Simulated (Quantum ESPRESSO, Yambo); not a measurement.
A free-standing CdClOH monolayer (symmetry P3m1, slab cell 16.5 Å high) has a direct PBEsol gap at Γ (PBEsol (pw.x of Quantum ESPRESSO, ONCV potentials, with spin-orbit coupling)). One step of 0.1106 1/Å from Γ towards M, the lowest conduction band rises by 0.0808 eV and the highest valence band falls by 0.0265 eV. Yambo's RPA (18×18×1 mesh) gives an in-plane polarisability α = 1.09 Å.

Q: Estimate the masses and the exciton binding energy from the screened two-dimensional hydrogen model, E_b = 8μ/(1 + √(1 + 32παμ/3))² in atomic units.

A: With ΔE = ħ²k²/2m and ħ²/2m0 = 3.810 eV Å²: m_e = 3.810 × 0.1106² / 0.0808 = 0.577 m0, m_h = 1.759 m0, so μ = m_e m_h/(m_e + m_h) = 0.434 m0. α = 2.1 bohr, 32παμ/3 = 30.0, and E_b = 0.0806 Ha = 2.19 eV. The BSE run (12×12×1 mesh, 10 valence and 6 conduction bands, static screening with 108 bands and a 3 Ry block, scissor 2.74 eV, Tamm-Dancoff, stochastic integration of W near q = 0) gives 1.57 eV. Convergence with the mesh was not shown. One finite step overestimates masses where bands are non-parabolic, and one direction stands for all. Convergence of the RPA response with its 18×18×1 mesh was not tested. 

Geometry relaxed with PBEsol; primitive cell a = b = 3.6460 Å, c = 16.5000 Å, α = β = 90.00°, γ = 120.00°.

This is a model layer cut from the bulk structure; whether it is stable on its own was not checked.
